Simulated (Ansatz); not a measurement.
WS₂:
```
WS2
1.0
    5.93957     0.00000     0.00000
    0.00000     5.86366     0.00000
    0.00000     0.00000     5.82347
W S
4 8
Direct
  0.06469   0.26601   0.24009
  0.93531   0.73399   0.74009
  0.43531   0.26601   0.74009
  0.56469   0.73399   0.24009
  0.38550   0.07702   0.38161
  0.61450   0.92298   0.88161
  0.11450   0.07702   0.88161
  0.88550   0.92298   0.38161
  0.77002   0.44287   0.49130
  0.22998   0.55713   0.99130
  0.72998   0.44287   0.99130
  0.27002   0.55713   0.49130
```

Relaxed with r²SCAN. Special points in fractions of this cell's reciprocal vectors: Γ (0.000, 0.000, 0.000); X (0.500, 0.000, 0.000); S (0.500, 0.500, 0.000); Y (0.000, 0.500, 0.000); Z (0.000, 0.000, 0.500); U (0.500, 0.000, 0.500); R (0.500, 0.500, 0.500); T (0.000, 0.500, 0.500).

Problem. List the band energies nearest the Fermi level at these points for r²SCAN in the plane-wave PAW code Ansatz.

Solution. In eV from the Fermi level; about four levels below and three above (degenerate sets whole), none deeper than 8.9 eV; points with the same levels are listed once.

```json
[
 {"k": "Γ", "below": "-0.97 -0.87 -0.79 -0.43", "above": "0.02 0.69 0.95"},
 {"k": "X", "below": "-1.81 -1.81 -0.76 -0.76", "above": "0.02 0.02 0.31 0.31"},
 {"k": "S", "below": "-0.66 -0.66 -0.26 -0.26", "above": "0.35 0.35 0.61 0.61"},
 {"k": "Y", "below": "-0.95 -0.78 -0.56 -0.25", "above": "0.40 0.47 0.76"},
 {"k": "Z", "below": "-0.89 -0.89 -0.70 -0.70", "above": "0.29 0.29 0.78 0.78"},
 {"k": "U", "below": "-0.43 -0.43 -0.43 -0.43", "above": "0.77 0.77 0.77 0.77"},
 {"k": "R", "below": "-1.05 -1.05 -1.05 -1.05", "above": "0.54 0.54 0.54 0.54"},
 {"k": "T", "below": "-0.85 -0.85 -0.59 -0.59", "above": "0.59 0.59 0.95 0.95"}
]
```

Space group Pca2_1. The start of the workflow was typed in or built on a structure type; neither database checked (COD, Materials Project) lists it. It is not the phase usual at ambient conditions (space group No. 194). The r²SCAN relaxation kept the symmetry of its start; its stability against distortions is not shown here. The workflow began spin-polarised and lost its moments. Spin–orbit coupling is left out wherever it is not named.

Potentials: the earlier of the program's two PAW sets. The files were generated under PBE; for other functionals the program regenerates the frozen cores, and for LDA and PBEsol the local potential too.
